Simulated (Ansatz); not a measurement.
What moves the pressure of BiTe?

```
CELL_PARAMETERS angstrom
0.00000 3.23500 3.23500
3.23500 0.00000 3.23500
3.23500 3.23500 0.00000
ATOMIC_POSITIONS crystal
Bi 0.00000 0.00000 0.00000
Te 0.50000 0.50000 0.50000
```

Atoms are numbered in the order listed.

The cell is COD entry 9008604, as deposited and not checked against the literature; nothing was relaxed.

Method: DFT, PBE, all-electron LAPW, scalar-relativistic in Ansatz 0.2.0.

Sampling and basis: a Γ-centred 10×10×10 k mesh, Fermi–Dirac smearing of 0.08 eV, basis error target 0.5 meV/atom, no spin polarisation.

Spin–orbit coupling is off unless a change turns it on.

In this reference run the pressure is 0.8 GPa (positive in compression). Each change below is made alone, on the same k mesh, with fractional coordinates held unless an atom is moved; x, y and z are the Cartesian axes.

Task: Order the changes by the shift of the pressure, most negative first.
A. functional lda
B. functional pbesol
C. volume scaled by 1.02
D. no relativity
E. xy engineering shear strain of -4 %
F. volume scaled by 0.98

Result: A (-3.6 GPa), B (-2.5 GPa), C (-1.0 GPa), E (0.0 GPa), F (+1.1 GPa), D (+1.4 GPa).
